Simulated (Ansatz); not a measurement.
SnPbSe$_{2}$:
```cif
data_PbSe2Sn
_chemical_formula_sum 'Sn1 Pb1 Se2'
_space_group_name_H-M_alt 'P 1'
_space_group_IT_number 1
_cell_length_a 7.47611
_cell_length_b 7.47611
_cell_length_c 7.47611
_cell_angle_alpha 33.532
_cell_angle_beta 33.532
_cell_angle_gamma 33.532
loop_
_space_group_symop_operation_xyz
  'x, y, z'
loop_
_atom_site_label
_atom_site_type_symbol
_atom_site_fract_x
_atom_site_fract_y
_atom_site_fract_z
_atom_site_occupancy
Sn1 Sn 0.50000 0.50000 0.50000 1
Pb1 Pb 0.00000 0.00000 0.00000 1
Se1 Se 0.75266 0.75266 0.75266 1
Se2 Se 0.24734 0.24734 0.24734 1
```

Relaxed with r²SCAN.

Problem. Which orbitals make up the states near the band edges in the program Ansatz at the r²SCAN level (PAW)?

Solution. Top 1 eV of the valence band: Se 4p 59 %, Sn 5s 20 %, Pb 6p 9 %. Bottom 1 eV of the conduction band: Pb 6p 36 %, Sn 5p 36 %, Se 4s 13 %, Se 4p 10 %. Projections are on Löwdin-orthogonalised atomic valence shells; empty p or d shells of many metals are not among them.

Problem. Tabulate the density of states.

Solution. States/eV per cell of 4 atoms, in 0.25 eV bins, energy from the valence-band maximum.

```tsv
E (eV)	total	Se 4p	Sn 5p	Pb 6p
-7.85	0.00	0.00	0.00	0.00
-7.60	2.53	0.67	0.00	0.06
-7.35	3.03	0.74	0.01	0.05
-7.10	1.33	0.32	0.00	0.01
-6.85	0.60	0.14	0.00	0.00
-6.60	0.29	0.06	0.00	0.00
-6.35	0.16	0.02	0.00	0.00
-6.10	0.06	0.01	0.00	0.00
-5.85	0.00	0.00	0.00	0.00
-5.60	0.11	0.06	0.03	0.02
-5.35	0.63	0.34	0.14	0.13
-5.10	1.04	0.58	0.22	0.20
-4.85	1.44	0.83	0.30	0.25
-4.60	1.68	1.00	0.34	0.27
-4.35	2.01	1.23	0.39	0.30
-4.10	2.58	1.64	0.48	0.36
-3.85	3.33	2.23	0.56	0.43
-3.60	3.45	2.36	0.53	0.42
-3.35	3.70	2.60	0.51	0.43
-3.10	3.67	2.66	0.45	0.38
-2.85	3.22	2.44	0.32	0.30
-2.60	4.28	3.39	0.33	0.35
-2.35	3.73	3.09	0.22	0.21
-2.10	2.22	1.76	0.14	0.11
-1.85	1.64	1.12	0.12	0.13
-1.60	1.88	1.29	0.10	0.14
-1.35	1.50	0.90	0.07	0.17
-1.10	2.61	1.57	0.10	0.27
-0.85	2.27	1.34	0.09	0.21
-0.60	0.90	0.52	0.04	0.08
-0.35	0.11	0.06	0.01	0.01
-0.10	0.00	0.00	0.00	0.00
0.15	0.00	0.00	0.00	0.00
0.40	0.15	0.02	0.05	0.05
0.65	0.53	0.05	0.18	0.19
0.90	1.10	0.10	0.40	0.40
1.15	2.14	0.20	0.80	0.80
1.40	2.60	0.23	1.01	1.02
1.65	2.90	0.25	1.17	1.17
1.90	2.77	0.33	1.11	1.09
2.15	2.82	0.42	1.12	1.04
2.40	2.55	0.44	0.99	0.91
2.65	2.42	0.46	0.87	0.87
2.90	1.77	0.38	0.58	0.66
3.15	2.07	0.48	0.58	0.80
3.40	3.02	0.70	0.81	1.12
3.65	3.89	0.77	1.01	1.07
3.90	3.78	0.83	1.08	1.05
4.15	5.01	1.17	1.45	1.29
4.40	2.77	0.77	0.81	0.70
4.65	1.99	0.61	0.57	0.52
4.90	2.03	0.60	0.54	0.52
```

Space group R-3m. The first step of the workflow began from a Materials Project structure, measured or hypothetical; the Crystallography Open Database copy checked does not list it. With Sn and Pb taken as one species the cell has the higher symmetry Fm-3m, so it may be an ordered model of a mixed-site phase. Whether it is the stable phase at ambient conditions was not checked. The r²SCAN relaxation kept the symmetry of its start; phonons show weakly imaginary modes. Spin–orbit coupling is left out wherever it is not named.

Potentials: the later of the program's two PAW sets.
